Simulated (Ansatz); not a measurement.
# HfSi2, first-principles data

HfSi2:
Space group I4/mmm (No. 139); a = 3.2746 Å, b = 3.2746 Å, c = 9.0499 Å, α = 90.00°, β = 90.00°, γ = 90.00°

| atom | site | symmetry | x | y | z |
|---|---|---|---|---|---|
| Hf | 2a | 4/mmm | 0.0000 | 0.0000 | 0.0000 |
| Si | 4e | 4mm | 0.0000 | 0.0000 | 0.3157 |
(The calculation used a cell of 3 atoms; values per cell refer to that cell.)

Space group I4/mmm (No. 139), MoSi2 or CaC2 type; conventional cell a = 3.275 Å, b = 3.275 Å, c = 9.050 Å, α = 90.00°, β = 90.00°, γ = 90.00°.

Method: PBE (plane waves, PAW; program Ansatz). Geometry: relaxed at this level of theory. Other levels are named where they apply.

**Cell and energy**

- Volume per atom = 16.17 Å³
- Density = 8.03 g/cm³
- Formation energy from the elements (no fitted shifts) = -0.33 eV/atom

**Electronic structure**

- Electronic character: metallic (no gap)
- Density of states at the Fermi level: 0.66 states/eV per atom (mean over ±0.08 eV)
- Gap with spin–orbit coupling: none (metallic)

**Mechanics**

* **Bulk modulus (Birch–Murnaghan fit)**: 132 GPa
* **Pressure derivative B′**: 4.1

**Phonons**

- Highest zone-centre frequency: 274 cm^-1
- Zone-centre stability: no imaginary mode at Γ

**Charges**

- Bader charges = Hf +1.19, Si -0.59 e

The cell is a constructed one: a structure type filled with these elements; neither database checked (COD, Materials Project) lists it. COD files the formula under space group No. 63, so this cell is another polymorph or a model. Its standing as an ambient phase is unchecked. The cell was relaxed with PBE under the symmetry of its start. The run is not spin-polarised. As this level gives no gap, phonon frequencies hold no LO–TO term and depend on the k-mesh and smearing (Fermi–Dirac, 0.1 eV here). The references are the lowest solids computed at this level, not always the standard phases. Scalar-relativistic: spin–orbit coupling is off unless named, which matters more the heavier the elements.

Potentials: the later of the program's two PAW sets.
